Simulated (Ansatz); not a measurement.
# Two Ansatz runs on BiB

The cell was built from the rocksalt type and relaxed in the same program, and has space group Fm-3m; it needn't be a known or the stable phase.

First run: DFT, PBEsol, all-electron LAPW, scalar-relativistic (Ansatz 0.2.0).

Command: `ansatz run input.yaml --threads 1 --pin off --max-ram 2048MiB --backend cpu --events-out ev --progress --plain --runs-dir out` The run took 16 s on 1 thread of Arm Neoverse V1 (shared host), peak memory 0.33 GiB.

```yaml
crystal:
  lattice:
    - [0.0, 2.6380753196, 2.6380753196]
    - [2.6380753196, 0.0, 2.6380753196]
    - [2.6380753196, 2.6380753196, 0.0]
  atoms:
    - { symbol: B, position: [0.0, 0.0, 0.0] }
    - { symbol: Bi, position: [0.5, 0.5, 0.5] }
kpoints:
  mp_grid: { grid: [12, 12, 12] }
  band_path:
    path:
      - [0.0, 0.0, 0.0]
      - [0.5, 0.0, 0.5]
      - [0.625, 0.25, 0.625]
      - [0.375, 0.375, 0.75]
      - [0.0, 0.0, 0.0]
      - [0.5, 0.5, 0.5]
      - [0.5, 0.25, 0.75]
      - [0.5, 0.0, 0.5]
    npoints: 5
scf:
  occupations: { method: fermi_dirac, width: 0.05 }
hamiltonian:
  xc: pbesol
  pseudopotentials: { kind: all_electron, lapw: { basis_error: 0.001 } }
output:
  forces: true
  stress: true
  eigenvalues: true
```

Result: converged; pressure -3.27 GPa; no gap on the k mesh; 9 SCF iterations.

Spin–orbit coupling is left out, though it moves levels of the heavy atoms by tenths of an eV or more.

The input is then changed:

```diff
@@ -8,5 +8,5 @@
     - { symbol: Bi, position: [0.5, 0.5, 0.5] }
 kpoints:
-  mp_grid: { grid: [12, 12, 12] }
+  mp_grid: { grid: [8, 8, 8] }
   band_path:
     path:
@@ -21,7 +21,7 @@
     npoints: 5
 scf:
-  occupations: { method: fermi_dirac, width: 0.05 }
+  occupations: { method: methfessel_paxton, width: 0.001 }
 hamiltonian:
-  xc: pbesol
+  xc: revpbe
   pseudopotentials: { kind: all_electron, lapw: { basis_error: 0.001 } }
 output:
```

Q: Predict the outcome of the changed run.

A: It converged; pressure 1.34 GPa; no gap on the k mesh; 7 SCF iterations. Some of these settings are too coarse for converged properties.
